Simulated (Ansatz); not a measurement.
## NbB2: do energies and stresses tell the same story?

Level of theory: DFT r2SCAN, scalar-relativistic, plane waves, PAW (Ansatz 0.2.0).

Cutoff 500 eV; k points 18×18×14 on the computed 3-atom cell (Γ-centred); Gaussian smearing, width 0.10 eV; no spin polarisation.

Relaxed cell: P6/mmm, a = 3.102 Å, b = 3.102 Å, c = 3.323 Å, α = 90.00°, β = 90.00°, γ = 120.00°, 3 atoms in the primitive cell. Whether it is the stable form of this composition wasn't checked.

Energies at zero smearing and pressures from the stress tensor, at volumes with shape and atoms relaxed:
```json
{"V (Å³/atom)": "8.125", "E − E(first) (meV/atom)": "0.00", "P (GPa)": "48.66"}
{"V (Å³/atom)": "8.402", "E − E(first) (meV/atom)": "-70.70", "P (GPa)": "33.58"}
{"V (Å³/atom)": "8.679", "E − E(first) (meV/atom)": "-117.25", "P (GPa)": "20.64"}
{"V (Å³/atom)": "8.956", "E − E(first) (meV/atom)": "-143.07", "P (GPa)": "9.55"}
{"V (Å³/atom)": "9.233", "E − E(first) (meV/atom)": "-151.09", "P (GPa)": "0.00"}
{"V (Å³/atom)": "9.510", "E − E(first) (meV/atom)": "-143.82", "P (GPa)": "-8.19"}
{"V (Å³/atom)": "9.786", "E − E(first) (meV/atom)": "-123.42", "P (GPa)": "-15.23"}
{"V (Å³/atom)": "10.156", "E − E(first) (meV/atom)": "-78.95", "P (GPa)": "-23.07"}
```

Task: Check P = −dE/dV between neighbouring volumes, and get the bulk modulus from the pressures alone.

Result: With 1 eV/Å³ = 160.2 GPa:
```
middle V (Å³/atom)  −ΔE/ΔV (GPa) mean P (GPa)
             8.263        40.897        41.118
             8.540        26.924        27.110
             8.817        14.936        15.094
             9.094         4.642         4.776
             9.371        -4.205        -4.094
             9.648       -11.804       -11.709
             9.971       -19.292       -19.150
```

The two differ by 0.22 GPa at most. The mean of two end pressures misses the average over a step by about ΔV² P″/12, up to 0.19 GPa here; with that taken off 0.03 GPa remains, from the smearing term (the stress is the derivative of the free energy), the finite cutoff, the mesh or the relaxation's tolerance. Around V = 9.233 Å³/atom, the two neighbours give B = −V ΔP/ΔV = 9.233 × 17.74 / 0.554 = 295.7 GPa, against B0 = 294.0 GPa from the Birch–Murnaghan fit of the energies.

Cost: 9 runs of about 7.6 core-minutes in all, on Arm Neoverse V1 (shared hosts).